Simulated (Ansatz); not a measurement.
Ansatz (a first-principles code) input:

Ansatz 0.2 input:
```yaml
crystal:
  lattice:
    - [5.2302716481, 0.0, 0.0]
    - [0.0, 3.4324515913, 0.0]
    - [0.0, 0.0, 5.6751625619]
  atoms:
    - { symbol: Ni, position: [0.5071648894, 0.25, 0.6902855596] }
    - { symbol: Ni, position: [0.4928351106, 0.75, 0.3097144404] }
    - { symbol: Ni, position: [0.9928351106, 0.75, 0.1902855596] }
    - { symbol: Ni, position: [0.0071648894, 0.25, 0.8097144404] }
    - { symbol: Ge, position: [0.6899305974, 0.25, 0.0898585204] }
    - { symbol: Ge, position: [0.3100694026, 0.75, 0.9101414796] }
    - { symbol: Ge, position: [0.8100694026, 0.75, 0.5898585204] }
    - { symbol: Ge, position: [0.1899305974, 0.25, 0.4101414796] }
kpoints:
  mp_grid: { grid: [11, 17, 11] }
hamiltonian:
  xc: lda
  pseudopotentials: { kind: paw }
scf:
  occupations: { method: fermi_dirac, width: 0.1 }
elastic: { mode: relaxed_ion, stencil: two_point, amplitude: 0.005, f_tol: 0.0005 }
```

Output (shortened):

```
Pseudopotential: Ni, paw, valence charge 18
Pseudopotential: Ge, paw, valence charge 14
Functional definition: SPW92
Crystal: 8 atoms, lattice volume = 101.884 Å³
Basis set: ecut = 420 eV, 1993 PW (Γ)
Bands: 77, of which v1, the nominal top of the filled ones, is band 64 counted from 1 (63 counted from 0)
Symmetry: 8 space group operations
Space group: Pnma (ITA 62), of the structure as read, at distance tolerance 4.7e-5 Å
k-points: 324 of 2057
SCF 1 converged in 13 iterations: F = -39959.526871 eV  dr2 = 5.69e-14
relax step   1: F+E_penalty+E_count = -39959.52687106 eV  Δ(F+E_penalty+E_count) = +0.000e0 eV  max|allowed force component| = 7.752e-3 eV/Å  Δτ_max = 0.0000 Å  (13 SCF iters, accepted)
Crystal: 8 atoms, lattice volume = 101.884 Å³
SCF 2 converged in 12 iterations: F = -39959.526884 eV  dr2 = 6.42e-14
relax step   2: F+E_penalty+E_count = -39959.52688449 eV  Δ(F+E_penalty+E_count) = -1.343e-5 eV  max|allowed force component| = 5.067e-3 eV/Å  Δτ_max = 0.0005 Å  (12 SCF iters, accepted)
Crystal: 8 atoms, lattice volume = 101.884 Å³
SCF 3 converged in 9 iterations: F = -39959.526893 eV  dr2 = 5.58e-14
relax step   3: F+E_penalty+E_count = -39959.52689302 eV  Δ(F+E_penalty+E_count) = -8.531e-6 eV  max|allowed force component| = 4.976e-4 eV/Å  Δτ_max = 0.0008 Å  (9 SCF iters, accepted)
Crystal: 8 atoms, lattice volume = 101.884 Å³
SCF 4 converged in 14 iterations: F = -39959.526893 eV  dr2 = 0.0
Crystal: 8 atoms, lattice volume = 101.375 Å³
SCF 5 converged in 14 iterations: F = -39959.523366 eV  dr2 = 3.19e-14
relax step   1: F+E_penalty+E_count = -39959.52336582 eV  Δ(F+E_penalty+E_count) = +0.000e0 eV  max|allowed force component| = 1.948e-2 eV/Å  Δτ_max = 0.0000 Å  (14 SCF iters, accepted)
Crystal: 8 atoms, lattice volume = 101.375 Å³
SCF 6 converged in 11 iterations: F = -39959.523463 eV  dr2 = 1.43e-14
relax step   2: F+E_penalty+E_count = -39959.52346276 eV  Δ(F+E_penalty+E_count) = -9.694e-5 eV  max|allowed force component| = 9.672e-3 eV/Å  Δτ_max = 0.0025 Å  (11 SCF iters, accepted)
Crystal: 8 atoms, lattice volume = 101.375 Å³
SCF 7 converged in 10 iterations: F = -39959.523489 eV  dr2 = 2.15e-14
relax step   3: F+E_penalty+E_count = -39959.52348862 eV  Δ(F+E_penalty+E_count) = -2.586e-5 eV  max|allowed force component| = 3.134e-4 eV/Å  Δτ_max = 0.0009 Å  (10 SCF iters, accepted)
Crystal: 8 atoms, lattice volume = 101.375 Å³
SCF 8 converged in 6 iterations: F = -39959.523489 eV  dr2 = 2.03e-18
Crystal: 8 atoms, lattice volume = 102.394 Å³
Basis set: ecut = 420 eV, 2017 PW (Γ)
SCF 9 converged in 14 iterations: F = -39959.526271 eV  dr2 = 2.86e-14
relax step   1: F+E_penalty+E_count = -39959.52627145 eV  Δ(F+E_penalty+E_count) = +0.000e0 eV  max|allowed force component| = 1.837e-2 eV/Å  Δτ_max = 0.0000 Å  (14 SCF iters, accepted)
Crystal: 8 atoms, lattice volume = 102.394 Å³
SCF 10 converged in 10 iterations: F = -39959.526381 eV  dr2 = 9.17e-14
relax step   2: F+E_penalty+E_count = -39959.52638051 eV  Δ(F+E_penalty+E_count) = -1.091e-4 eV  max|allowed force component| = 1.337e-3 eV/Å  Δτ_max = 0.0016 Å  (10 SCF iters, accepted)
Crystal: 8 atoms, lattice volume = 102.394 Å³
SCF 11 converged in 8 iterations: F = -39959.526381 eV  dr2 = 5.44e-14
[...]
relax step   1: F+E_penalty+E_count = -39959.52589202 eV  Δ(F+E_penalty+E_count) = +0.000e0 eV  max|allowed force component| = 1.549e-3 eV/Å  Δτ_max = 0.0000 Å  (12 SCF iters, accepted)
Crystal: 8 atoms, lattice volume = 101.884 Å³
SCF 49 converged in 12 iterations: F = -39959.525893 eV  dr2 = 8.15e-18
relax step   2: F+E_penalty+E_count = -39959.52589338 eV  Δ(F+E_penalty+E_count) = -1.361e-6 eV  max|allowed force component| = 6.217e-4 eV/Å  Δτ_max = 0.0003 Å  (12 SCF iters, accepted)
Crystal: 8 atoms, lattice volume = 101.884 Å³
SCF 50 converged in 7 iterations: F = -39959.525894 eV  dr2 = 7.26e-14
relax step   3: F+E_penalty+E_count = -39959.52589360 eV  Δ(F+E_penalty+E_count) = -2.155e-7 eV  max|allowed force component| = 6.244e-5 eV/Å  Δτ_max = 0.0001 Å  (7 SCF iters, accepted)
Crystal: 8 atoms, lattice volume = 101.884 Å³
SCF 51 converged in 6 iterations: F = -39959.525894 eV  dr2 = 1.10e-17
Crystal: 8 atoms, lattice volume = 101.884 Å³
SCF 52 converged in 12 iterations: F = -39959.525892 eV  dr2 = 3.28e-14
relax step   1: F+E_penalty+E_count = -39959.52589202 eV  Δ(F+E_penalty+E_count) = +0.000e0 eV  max|allowed force component| = 1.549e-3 eV/Å  Δτ_max = 0.0000 Å  (12 SCF iters, accepted)
Crystal: 8 atoms, lattice volume = 101.884 Å³
SCF 53 converged in 9 iterations: F = -39959.525894 eV  dr2 = 1.87e-14
relax step   2: F+E_penalty+E_count = -39959.52589360 eV  Δ(F+E_penalty+E_count) = -1.577e-6 eV  max|allowed force component| = 3.675e-5 eV/Å  Δτ_max = 0.0004 Å  (9 SCF iters, accepted)
Crystal: 8 atoms, lattice volume = 101.884 Å³
SCF 54 converged in 6 iterations: F = -39959.525894 eV  dr2 = 1.05e-18
SCF converged after 14 iterations
Stability not checked: this state was not tested for a lower state beside it, because too few of the mixer's solves of this state at the end of the SCF gave a …
Free energy (F): -39959.526893 eV
Harris-Foulkes:  -39959.526893 eV  (|F-HF|=1.46e-11)
Internal energy: -39959.448918 eV  (E = F + TS)
E sigma→0 (E₀):  -39959.487906 eV
Entropy (-TS):   -0.077975 eV (-9.747 meV/atom)
Fermi energy:    16.167773 eV
--- Per-component energies (eV) ---
  E_band       = -1490.526682
  E_kinetic    = 1602.548239
  E_local      = -22978.064673  (includes V_loc(G=0)·N_el)
  E_nonlocal   = 4249.638851
  E_hartree    = 9867.114598
  E_xc         = -648.538609
  E_vxc        = -710.850970  (∫ρ·V_xc dr)
  E_paw        = -14027.640189  (= ΣΔE_a)
  E_vpaw       = -3388.030190  (= ΣTr[D̂ρ^β])
  E_aug_tail   = 0.002863  (compensation charges beyond the density's cutoff)
  E_ewald      = -18033.879786
  E_core_change = 9.369787  (= ΣΔE_core)
  E_smearing   = -0.077975  (= −TS)
  E_closure    = 0.000000  (closes the sum)
  Σ components = -39959.526893   (vs F -39959.526893, Δ=0.00e0)
--- Forces (eV/Å), atoms counted from 1 ---
  atom   1  Ni     0.00033897     0.00000000     0.00049755
  atom   2  Ni    -0.00033897     0.00000000    -0.00049755
  atom   3  Ni    -0.00033897     0.00000000     0.00049755
  atom   4  Ni     0.00033897     0.00000000    -0.00049755
  atom   5  Ge    -0.00022098     0.00000000     0.00024166
  atom   6  Ge     0.00022098     0.00000000    -0.00024166
  atom   7  Ge     0.00022098     0.00000000     0.00024166
  atom   8  Ge    -0.00022098     0.00000000    -0.00024166
  max |Σ_I F_I| component: 0.00e0 eV/Å
--- Stress (GPa, compression-positive) ---
        0.450051       0.000000       0.000000
        0.000000      -0.310028       0.000000
        0.000000       0.000000       0.237998
  P = ⅓ Tr σ = 0.1260 GPa (1.260 kbar)
--- Band table (eV; the first three rows and the last of 324) ---
  k-point 0: bands = ["-86.6975", "-86.6946", "-86.6936", "-86.6907", "-47.5775", "-47.5691", "-47.5673", "-47.5478", "-47.5408", "-47.5399", "-47.5354", "-47.5304", "-47.5271", "-47.5226", "-47.5038", "-47.5031", "-8.6365", "-8.6207", "-8.6142", "-8.6101", …
  k-point 1: bands = ["-86.6974", "-86.6948", "-86.6934", "-86.6907", "-47.5775", "-47.5700", "-47.5663", "-47.5485", "-47.5403", "-47.5399", "-47.5355", "-47.5305", "-47.5270", "-47.5227", "-47.5037", "-47.5031", "-8.6362", "-8.6210", "-8.6140", "-8.6100", …
  k-point 2: bands = ["-86.6973", "-86.6952", "-86.6930", "-86.6908", "-47.5772", "-47.5713", "-47.5646", "-47.5500", "-47.5396", "-47.5390", "-47.5359", "-47.5309", "-47.5266", "-47.5229", "-47.5037", "-47.5032", "-8.6352", "-8.6219", "-8.6136", "-8.6099", …
  k-point 323: bands = ["-86.6943", "-86.6943", "-86.6937", "-86.6936", "-47.5667", "-47.5666", "-47.5646", "-47.5644", "-47.5345", "-47.5344", "-47.5323", "-47.5322", "-47.5213", "-47.5213", "-47.5176", "-47.5175", "-8.6200", "-8.6200", "-8.6148", "-8.6147", …
--- Elastic constants: 6 strain directions × 2 members + reference (group order 8) ---
  dense FFT box of the reference and of every strained cell: 36×24×40
  strains applied: 11, 22, 33, 23, 13, 12; error gains …
  reference relaxed by the batch: 3 steps …
  largest displacement 1.2e-3 Å; the constants are those of the deck's cell at these positions:
  atoms:
    - { symbol: Ni, position: [0.5071988574790726, 0.25, 0.6902950589743623] }
    - { symbol: Ni, position: [0.4928011425209275, 0.75, 0.30970494102563767] }
    - { symbol: Ni, position: [0.9928011425209275, 0.75, 0.1902950589743623] }
    - { symbol: Ni, position: [0.00719885747907249, 0.25, 0.8097049410256375] }
    - { symbol: Ge, position: [0.6898258317928584, 0.25, 0.08966894435843083] }
    - { symbol: Ge, position: [0.31017416820714144, 0.75, 0.910331055641569] }
    - { symbol: Ge, position: [0.8101741682071414, 0.75, 0.5896689443584308] }
    - { symbol: Ge, position: [0.18982583179285856, 0.25, 0.41033105564156913] }
  C = ∂σ_k/∂η_j (tension-positive GPa; Voigt order 11 22 33 23 13 12):
       246.892    166.669    125.583      0.000      0.000      0.000
       165.869    218.859    126.761      0.000      0.000      0.000
       125.324    127.305    203.443      0.000      0.000      0.000
         0.000      0.000      0.000     79.952      0.000      0.000
         0.000      0.000      0.000      0.000    124.353      0.000
         0.000      0.000      0.000      0.000      0.000    126.122
  reference stress σ⁰ (GPa):     -0.450      0.310     -0.238      0.000      0.000      0.000
  moduli (Voigt/Reuss/Hill, GPa): K = 167.41/163.54/165.47   G = 82.78/62.88/72.83   E = 190.54   ν = 0.308
  mechanically stable: yes (min eigenvalue of sym C = 64.34 GPa)
  strain η (Voigt 11):  stress-route row diagonal C_11 = 246.89 GPa, energy-path curvature d²(F+E_count+ΔE)/dδ²/Ω₀ = 246.85 GPa
         δ    σ_11 (GPa)             F (eV)   n_scf  n_hpsi   n_pw
    -5.000e-3      -1.7035      -39959.5234886       6  287474   2007   relax 3 steps, max|allowed force component| 3.13e-4 eV/Å
     5.000e-3       0.7654      -39959.5263809       6  287908   2024   relax 3 steps, max|allowed force component| 2.09e-4 eV/Å
  strain η (Voigt 22):  stress-route row diagonal C_22 = 218.86 GPa, energy-path curvature d²(F+E_count+ΔE)/dδ²/Ω₀ = 218.54 GPa
         δ    σ_22 (GPa)             F (eV)   n_scf  n_hpsi   n_pw
    -5.000e-3      -0.7960      -39959.5261332       6  288472   2009   relax 4 steps, max|allowed force component| 2.56e-4 eV/Å
     5.000e-3       1.3926      -39959.5241818       6  288679   2021   relax 3 steps, max|allowed force component| 9.56e-5 eV/Å
  strain η (Voigt 33):  stress-route row diagonal C_33 = 203.44 GPa, energy-path curvature d²(F+E_count+ΔE)/dδ²/Ω₀ = 203.23 GPa
         δ    σ_33 (GPa)             F (eV)   n_scf  n_hpsi   n_pw
    -5.000e-3      -1.2710      -39959.5245109       6  287771   2009   relax 4 steps, max|allowed force component| 2.17e-4 eV/Å
     5.000e-3       0.7634      -39959.5260475       6  283442   2029   relax 3 steps, max|allowed force component| 2.69e-5 eV/Å
  strain η (Voigt 23):  stress-route row diagonal C_44 = 79.95 GPa, energy-path curvature d²(F+E_count+ΔE)/dδ²/Ω₀ = 79.70 GPa
         δ    σ_23 (GPa)             F (eV)   n_scf  n_hpsi   n_pw
    -5.000e-3      -0.3998      -39959.5262618       6  502152   2014   relax 3 steps, max|allowed force component| 4.66e-4 eV/Å
     5.000e-3       0.3997      -39959.5262618       6  501920   2014   relax 3 steps, max|allowed force component| 3.53e-4 eV/Å
  strain η (Voigt 13):  stress-route row diagonal C_55 = 124.35 GPa, energy-path curvature d²(F+E_count+ΔE)/dδ²/Ω₀ = 124.49 GPa
         δ    σ_13 (GPa)             F (eV)   n_scf  n_hpsi   n_pw
    -5.000e-3      -0.6218      -39959.5259032       6  489945   2017   relax 4 steps, max|allowed force component| 1.64e-4 eV/Å
     5.000e-3       0.6218      -39959.5259032       6  489243   2017   relax 3 steps, max|allowed force component| 9.94e-5 eV/Å
  strain η (Voigt 12):  stress-route row diagonal C_66 = 126.12 GPa, energy-path curvature d²(F+E_count+ΔE)/dδ²/Ω₀ = 126.16 GPa
         δ    σ_12 (GPa)             F (eV)   n_scf  n_hpsi   n_pw
    -5.000e-3      -0.6306      -39959.5258936       6  498649   2015   relax 3 steps, max|allowed force component| 6.24e-5 eV/Å
     5.000e-3       0.6306      -39959.5258936       6  496877   2015   relax 2 steps, max|allowed force component| 3.68e-5 eV/Å
```

Cost: very roughly 3 core-hours on shared cores.

The cell was relaxed with LDA under the symmetry of its start. The run is not spin-polarised. As this level gives no gap, shear constants depend on the k-mesh and smearing (Fermi–Dirac, 0.1 eV here). On the denser mesh and wider smearing of the elastic run this cell carries a stress of 0.5 GPa. Spin–orbit coupling is left out wherever it is not named.

Potentials: the later of the program's two PAW sets.

Ansatz is a plane-wave DFT program.
